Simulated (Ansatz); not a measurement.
The elements of this relaxed trial crystal are hidden behind letters.

```
lattice vectors (Å)
   6.7742    0.0000    0.0000
   0.0000    6.7742    0.0000
   0.0000    0.0000    7.6231
fractional positions
X 0.0000 0.0000 0.5000
X 0.5000 0.5000 0.5000
Z 0.5000 0.0000 0.0101
Z 0.0000 0.5000 0.9899
Z 0.0000 0.0000 0.0000
Z 0.5000 0.5000 0.0000
```

All numbers below come from DFT PBE, scalar-relativistic, plane waves, PAW (Ansatz 0.2.0). Settings of the last relaxation (6-atom cell): 420 eV, 6×6×6 k points, Gaussian smearing of 0.10 eV, no spin polarisation.

| Property | Result |
| --- | --- |
| Space group | P4/nmm (No. 129) |
| Conventional cell | a = 6.774 Å, c = 7.623 Å |
| Volume per atom | 58.30 Å³ |
| Density | 1.25 g/cm³ |
| Formation energy | +0.11 eV/atom |
| Gap on the 6×6×6 mesh of the 6-atom cell | 0 eV (a metal) |

Energies are uncorrected and count from the elements' standard states at the same level.

Q: X is an s-block element of period 5 and Z is an s-block element of period 3. Which elements are they?

A: X = Rb, Z = Na, so the formula is RbNa2. Density times volume gives a mean mass of 1.25 × 58.30/1.6605 = 43.9 u per atom, and this set has 43.8 u. Among the elements that the hints allow, only these give it. Around Rb lie 2 Na at 3.81 Å and 4 Rb at 4.79 Å; Na on a site of symmetry 4mm is surrounded by 4 Na at 3.39 Å; around Na on a site of symmetry -4m2 lie 4 Na at 3.39 Å and 2 Rb at 3.81 Å.

Symmetry constrained the relaxation, so the result can be a saddle point.
